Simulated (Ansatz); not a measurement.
## EuTe2 in the fluorite structure

Computed with Ansatz (plane waves, PAW, 420 eV cutoff): PBE, scalar-relativistic, collinear spin, Γ-centred 8×8×4 mesh, 0.05 eV Gaussian smearing. The datasets are Ansatz's generated set soft_2.

```xyz
6
Lattice="0.0000 3.7809 3.7809 3.7809 0.0000 3.7809 7.5618 7.5618 0.0000" Properties=species:S:1:pos:R:3 pbc="T T T"
Eu    0.0000    0.0000    0.0000
Te    1.8904    1.8904    1.8904
Te    5.6713    5.6713    5.6713
Eu    3.7809    3.7809    0.0000
Te    5.6713    5.6713    1.8904
Te    9.4522    9.4522    5.6713
```

The start was a prototype's sites filled with these elements, not a measured cell.

Magnetic state: antiferromagnetic, site spin moments Eu 6.64, -6.64; Te -0.08, 0.08 μB.

The cell above was scaled in volume, and shape and atoms were relaxed at each volume within its symmetry. Energies are counted from the cell above.

Cell and atoms are those of this level's equilibrium.

```tsv
V (Å³/atom)	ΔE (meV/atom)	P (GPa)	largest moment (μB)
34.05	?	?	?
34.59	6.7	1.6	6.62
35.31	1.6	0.7	6.63
36.03	0.0	0.0	6.64
36.75	1.5	-0.6	6.65
37.47	5.7	-1.2	6.66
38.55	16.6	-2.0	6.67
39.64	32.3	-2.6	6.69
```

Fill in the withheld row.

ΔE (meV/atom): 13.0, P (GPa): 2.2, largest moment (μB): 6.61.

What do the points give for the equilibrium volume, the bulk modulus and its pressure derivative (third-order Birch–Murnaghan)?

V0 = 36.04 Å³/atom, B0 = 34 GPa, B0′ = 4.5.

B0·V0 = 34.3 GPa × 36.04 Å³ = 7.71 eV/atom sets the scale: near the minimum ΔE ≈ ½ B0 V0 x², with x = V/V0 − 1, and a pressure of 0.3 GPa squeezes the volume by about 1 %. At the ends of the curve: x = −5.5 % predicts 11.7 meV/atom and the run gives 13.0; x = +10.0 % predicts 38.5 meV/atom and the run gives 32.3. Compression costs more and expansion less than the parabola says, since the crystal stiffens as it shrinks; B0′ measures that.

Without a U the 4f levels of Eu lie too near the Fermi level, so their share of the states there, and what hangs on it, is overstated. Spin–orbit coupling, which matters for such heavy elements, is left out. The run wasn't fully tested for a lower electronic state. Site moments are of spin, integrated over atomic spheres. A displaced or strained copy of the relaxed cell lay 0.7 meV/atom lower, so on this mesh the structure isn't a minimum; in a metal a finer mesh can change so small a difference.
